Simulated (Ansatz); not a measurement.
# Structure types of Ga compared at 450 GPa

Structure types of Ga are relaxed in primitive cells with their symmetry kept at 450 GPa, first on PAW files, then by LAPW. The enthalpy is E + pV at zero temperature, without zero-point motion. Only the types listed were tried, and differences under about 5 meV/atom are mesh noise. Not among the end structures: fcc, which may lie lower.

Computed with Ansatz 0.2.0; functional LDA, scalar-relativistic. Settings: Fermi–Dirac smearing of 0.1 eV, no spin polarisation. Methods: LAPW: all electrons, basis error target 0.5 meV/atom; PAW: frozen-core files, cutoff 420 eV.

k meshes: bcc 21×21×21, hcp 20×20×11, simple hexagonal 20×20×19, omega 10×10×14, beta tin 20×20×20.

The PAW files were made under PBE.

Q: Order the types by LAPW enthalpy, lowest first.
A. omega
B. bcc
C. beta tin
D. simple hexagonal
E. hcp

A: E (0 meV/atom), B (176 meV/atom), A (257 meV/atom), D (696 meV/atom), C (944 meV/atom).

```tsv
start type	ends as	a, b, c (Å)	V (Å³/atom)	H − H(lowest), LAPW (meV/atom)	same, PAW
bcc	bcc, Im-3m	2.437, 2.437, 2.437	7.24	175.9	175.9
hcp	hcp, P6_3/mmc	2.153, 2.153, 3.593	7.21	0.0	0.0
simple hexagonal	simple hexagonal, P6/mmm	2.066, 2.066, 2.001	7.40	696.1	693.6
omega	omega, P6/mmm	3.483, 3.483, 2.074	7.26	256.9	256.8
beta tin	beta tin, I4_1/amd	3.846, 3.846, 2.013	7.45	944.1	941.3
```

Q: Split the lead of hcp over bcc into energy and pV.

A: For bcc less hcp: ΔE = +99.4 meV/atom, and p·ΔV = 450 GPa × +0.0272 Å³ × 6.242 meV/(GPa·Å³) = +76.5 meV/atom, together 175.9 meV/atom. hcp wins on both counts.
